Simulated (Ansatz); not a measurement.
An Ansatz input:

```yaml
crystal:
  lattice:
    - [0.0, 2.6526688921, 2.6526688921]
    - [2.6526688921, 0.0, 2.6526688921]
    - [2.6526688921, 2.6526688921, 0.0]
  atoms:
    - { symbol: V, position: [0.125, 0.125, 0.125], spin: 1.0 }
    - { symbol: V, position: [0.875, 0.875, 0.875], spin: 1.0 }
hamiltonian:
  xc: r2scan
  pseudopotentials:
    kind: paw
    azcp:
      V: "pseudopotentials/V.paw.azcp"
basis:
  ecutwfc: 500
  fft_grid_basis: typed
kpoints:
  mp_grid: { grid: [10, 10, 10], shift: [0, 0, 0] }
magnetization:
  spin_polarized: true
scf:
  occupations: { method: fermi_dirac, width: 0.05 }
relax:
  max_steps: 60
  f_tol: 0.01
  cell: {}
```

and its output:

```
Engine: ansatz 0.2.0, aarch64-unknown-linux-gnu
Pseudopotentials: kind: paw
Pseudopotential: V, paw, valence charge 13, recommended cutoff 500 eV (meta_gga) 
Functional definition: r2SCAN
  parameter k0 = 0.174
  parameter k1 = 0.065
  parameter a1 = 4.9479
  exchange = r2scan_x(k0 = k0, k1 = k1, a1 = a1)
  correlation = r2scan_c
Crystal: 2 atoms, lattice volume = 37.332 Å³
Basis set: ecut = 500 eV, 941 PW (Γ), exchange–correlation on 120×120×120 points (64 copies of the dense FFT grid, shifted against one another)
Bands: 18, of which v1, the nominal top of the filled ones, is band 13 counted from 1 (12 counted from 0)
Symmetry: 48 space group operations
Space group: Fd-3m (ITA 227), of the structure as read, at distance tolerance 3.3e-5 Å
Magnetic group: BNS 227.128 (UNI 1630), of the structure as read, at distance tolerance 3.3e-5 Å
k-points: 47 of 1000
Non-local potential: V, projectors of the file, l = 0: 3, l = 1: 2, l = 2: 3, l = 3: 1
PAW form: soft (Blöchl's): semilocal exchange-correlation on the pseudo side does not see the compensation charge
PAW frozen core: V, regenerated for the run's functional (the file was generated under x = pbe(κ = 0.804, μ = 0.2195149727645171), c = pbe(β = 0.06672455060314922))
PAW one-centre angular grid: V, 590 points (default); XC on 160 Gauss nodes
Initial density: superposition of atomic densities (chi_scale 0.1, normalization cell)
Starting moments: Σ|m| = 2 μB on 2 of 2 sites
Initial wavefunctions: pseudopotential atomic-orbital guess
Functional: x = r2scan, c = r2scan; τ floored in thin density (d = 2e-4 eV/Å³)
iter 1 solved again at ethr=5.01e-4 eV; its pass at ethr=3.10e-3 eV (dr2=1.30e-1 eV) is discarded
SCF iter   1: F=—  HF=-5827.684126 eV  |F-HF|=—  |Δ(HF+E_count)|=         —  Δρ=2.89e-2 (↑2.89e-2 ↓2.52e-2)  dr2=5.28e-1  dr2_τ=1.05e-2  dr2_m=8.13e-2  M=2.392 μB ∫|m|=2.392 μB  β_m=1.00  ethr=5.01e-4  ⟨swp⟩=2.9  Hψ=10126  notcnv=0
Mixer restart at iter 1: flushing history
eigensolver tolerance schedule calibrated: the retry pair's looser diagonalisation under-reported the residual by θ = 0.75 (0.95/decade); ethr = c·dr2/N_el runs at the constant in force after the calibration composes with the one it found (an armed cap, an earlier calibration), c = 1.1e-3
spin=Collinear: Kerker preconditioning applied to the charge; magnetization (m = ρ↑ − ρ↓) channel mixes plain (no charge-response kernel on spin).
...
SCF iter  11: F=—  HF=-5829.773545 eV  |F-HF|=—  |Δ(HF+E_count)|=  5.28e-11  Δρ=5.73e-8 (↑4.15e-8 ↓5.73e-8)  dr2=1.05e-12  dr2_τ=1.64e-13  dr2_m=3.00e-13  M=4.315 μB ∫|m|=4.384 μB  β_m=1.00  ethr=1.00e-12  ⟨swp⟩=1.0  Hψ=1692  notcnv=0  κ⁻¹=4.2e-7(r=8)
SCF iter  12: F=—  HF=-5829.773545 eV  |F-HF|=—  |Δ(HF+E_count)|=  7.28e-12  Δρ=3.30e-8 (↑2.33e-8 ↓3.30e-8)  dr2=7.18e-13  dr2_τ=4.10e-14  dr2_m=8.43e-14  M=4.315 μB ∫|m|=4.384 μB  β_m=1.00  ethr=1.00e-12  ⟨swp⟩=1.0  Hψ=1692  notcnv=0  κ⁻¹=3.7e-7(r=8)
SCF iter  13: F=-5829.773545 eV  HF=-5829.773545 eV  |F-HF|=9.09e-13  |Δ(HF+E_count)|=  8.19e-12  Δρ=3.32e-8 (↑3.32e-8 ↓2.31e-8)  dr2=1.11e-13  dr2_τ=1.53e-14  dr2_m=2.73e-13  M=4.315 μB ∫|m|=4.384 μB  ethr=1.00e-12  ⟨swp⟩=3.0  Hψ=6231  notcnv=0
SCF 5 converged in 13 iterations: F = -5829.773545 eV  dr2 = 1.11e-13
relax step   5: F+E_penalty+E_count = -5829.77354454 eV  Δ(F+E_penalty+E_count) = -1.613e-3 eV  max|allowed force component| = 3.747e-16 eV/Å  Δτ_max = 0.0000 Å  P = +0.041 GPa  Ω = 39.777 Å³  stress off target by 4.11e-2 GPa  SCF on the basis re-selected at this cell (its energy is not comparable with the rows above)  (13 SCF iters)
basis re-selected at this cell: Δ(F+E_penalty+E_count) = -1.613e-3 eV, ΔP = +0.031 GPa vs the last step (what re-selecting the basis moved, of the pressure what is left beyond the Pulay correction that the steps carried, after the strain that the cell walked since its last selection, with what the two solves' SCF thresholds leave and, on support functions, any second-order correction that the steps lacked; it is no measure of the basis error at this ecutwfc). This SCF's stress stands 4.11e-2 GPa from its target on what of the cell is left free (relax.cell.stress_tol is 5.00e-2 GPa) and its largest allowed force component is 3.75e-16 eV/Å (relax.f_tol is 1.00e-2 eV/Å): within both
SCF converged after 13 iterations
Stability not checked: this state was not tested for a lower state beside it, because the mixer in use, unlike msr1, does not test its closes by its own steps (another_mixer; see scf.mixing.algorithm and scf.lower_state_search)
Magnetization: 4.3155 μB (15.1577 up, 10.8423 down)
Absolute magnetization: 4.3839 μB (∫|ρ↑−ρ↓|, with the PAW one-centre terms)
Spin contamination: 0.0339 ħ² per cell (⟨S²⟩ above its minimum at these occupations)
Per-site moments (μB) at R_I (Å): [(1.6752173356819036, 0.9678836138004321), (1.6752173356819042, 0.9678836138004321)]
Free energy (F): -5829.773545 eV
Harris-Foulkes:  -5829.773545 eV  (|F-HF|=9.09e-13)
Internal energy: -5829.752836 eV  (E = F + TS)
E sigma→0 (E₀):  -5829.763190 eV
Entropy (-TS):   -0.020709 eV (-10.354 meV/atom)
Fermi energy:    10.546145 eV
--- Per-component energies (eV) ---
  E_band       = -483.472468
  E_kinetic    = 671.544518
  E_local      = -2690.443017  (includes V_loc(G=0)·N_el)
  E_nonlocal   = -79.014227
  E_hartree    = 1187.617068
  E_xc         = -249.203618
  E_vxc        = -364.542270  (∫ρ·V_xc dr)
  E_paw        = -2250.528639  (= ΣΔE_a)
  E_vpaw       = -421.923072  (= ΣTr[D̂ρ^β])
  E_aug_tail   = 0.000380  (compensation charges beyond the density's cutoff)
  E_vtau       = 25.671106  (kinetic-family band-sum trace: ∫τ·v_τ [+ j·A + Jᵃ·Aᵃ] dr)
  E_ewald      = -2419.193739
  E_core_change = -0.531562  (= ΣΔE_core)
  E_smearing   = -0.020709  (= −TS)
  E_closure    = 0.000000  (closes the sum)
  Σ components = -5829.773545   (vs F -5829.773545, Δ=0.00e0)
--- Forces (eV/Å), atoms counted from 1 ---
  atom   1  V      0.00000000    -0.00000000    -0.00000000
  atom   2  V      0.00000000     0.00000000     0.00000000
  max |Σ_I F_I| component: 4.63e-17 eV/Å
--- Stress (GPa, compression-positive) ---
        0.041139      -0.000000       0.000000
       -0.000000       0.041139      -0.000000
        0.000000      -0.000000       0.041139
  P = ⅓ Tr σ = 0.0411 GPa (0.411 kbar)
--- Relaxed structure (4 steps of the walk, 4 accepted, 1 SCFs on fresh bases) ---
  F+E_penalty+E_count = -5829.77354454 eV   max|allowed force component| = 3.747e-16 eV/Å   (the final SCF, on the basis selected at the relaxed cell)
  cell:  # Å, volume = 39.7773 Å³
    - [1.5222423928705155e-33, 2.709371466530461, 2.709371466530461]
    - [2.709371466530461, 2.993531088896576e-34, 2.709371466530461]
    - [2.709371466530461, 2.709371466530461, -9.17166965921206e-34]
  atoms:
    - { symbol: V, position: [0.125, 0.125, 0.125] }
    - { symbol: V, position: [0.8750000000000001, 0.8750000000000001, 0.8750000000000001] }
```
